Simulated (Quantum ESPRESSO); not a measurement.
Kohn-Sham bands of Ba$_{2}$ZnN$_{2}$ (I4/mmm)

```yaml
crystal:
  lattice:
    - [0.00000, -4.19675, 0.00000]
    - [4.19675, 0.00000, 0.00000]
    - [-2.09837, 2.09837, 6.49187]
  atoms:
    - { symbol: Ba, position: [0.65472, 0.65472, 0.30944] }
    - { symbol: Ba, position: [0.34528, 0.34528, 0.69056] }
    - { symbol: Zn, position: [0.00000, 0.00000, 0.00000] }
    - { symbol: N, position: [0.85929, 0.85929, 0.71858] }
    - { symbol: N, position: [0.14071, 0.14071, 0.28142] }
```

Cell from Materials Project (mp-9307), symmetrised, no further relaxation. COD (Crystallography Open Database) has an entry of this formula and space group (matched by these alone). Level: LDA, no spin polarisation, no spin-orbit coupling; pw.x of Quantum ESPRESSO at 68 Ry with PseudoDojo potentials, 4×4×4 k-points, Wannier90. Density: 8×8×8 mesh, Gaussian smearing 0.01 Ry. Spin-orbit coupling is left out although heavy elements are present.

**Question.** List the Kohn-Sham levels between −8 and 3.5 eV relative to the valence-band maximum at the high-symmetry points, as a band run of pw.x on that density gives them (levels within 2 meV counted together).

**Answer.** 
```json
[
 {"point": "Γ", "k (reciprocal lattice)": "0.000 0.000 0.000", "levels (eV)": "-6.80, -6.75 (×2), -6.65, -6.61, -2.93, -1.85, -0.97 (×2), 0.00 (×2), 0.81, 1.28, 2.53"},
 {"point": "X", "k (reciprocal lattice)": "-0.500 0.500 0.000", "levels (eV)": "-6.76, -6.75, -6.68, -6.58, -6.56, -2.89, -1.56, -1.47, -1.10, -0.24, -0.08, 0.47, 2.18, 2.54, 2.99"},
 {"point": "P", "k (reciprocal lattice)": "-0.500 0.500 0.250", "levels (eV)": "-6.75 (×2), -6.63, -6.63, -6.56, -2.82, -1.71, -1.32 (×2), -0.14 (×2), 1.02 (×2), 3.44"},
 {"point": "N", "k (reciprocal lattice)": "0.000 0.500 0.000", "levels (eV)": "-6.81, -6.79, -6.62, -6.61, -6.52, -3.45, -2.61, -1.73, -1.72, -1.51, -1.00, 1.63, 2.94"},
 {"point": "M", "k (reciprocal lattice)": "0.000 0.000 0.500", "levels (eV)": "-6.76 (×2), -6.66, -6.65, -6.61, -4.06, -1.39, -0.67 (×2), -0.18 (×2), 1.04, 2.57 (×2), 2.80, 3.13, 3.23"},
 {"point": "S", "k (reciprocal lattice)": "0.000 0.448 0.276", "levels (eV)": "-6.81, -6.79, -6.62, -6.61, -6.53, -3.67, -2.36, -1.74, -1.67, -1.42, -1.00, 1.39, 3.19"},
 {"point": "S_0", "k (reciprocal lattice)": "0.000 0.552 -0.276", "levels (eV)": "-6.81, -6.79, -6.62, -6.61, -6.53, -3.67, -2.36, -1.74, -1.67, -1.42, -1.00, 1.39, 3.19"},
 {"point": "R", "k (reciprocal lattice)": "-0.448 0.552 -0.052", "levels (eV)": "-6.76, -6.75, -6.68, -6.58, -6.56, -2.97, -1.57, -1.51, -1.10, -0.25, -0.18, 0.49, 2.20, 2.63, 3.04"},
 {"point": "G", "k (reciprocal lattice)": "-0.448 0.448 0.500", "levels (eV)": "-6.76, -6.75, -6.68, -6.58, -6.56, -2.97, -1.57, -1.51, -1.10, -0.25, -0.18, 0.49, 2.20, 2.63, 3.04"}
]
```
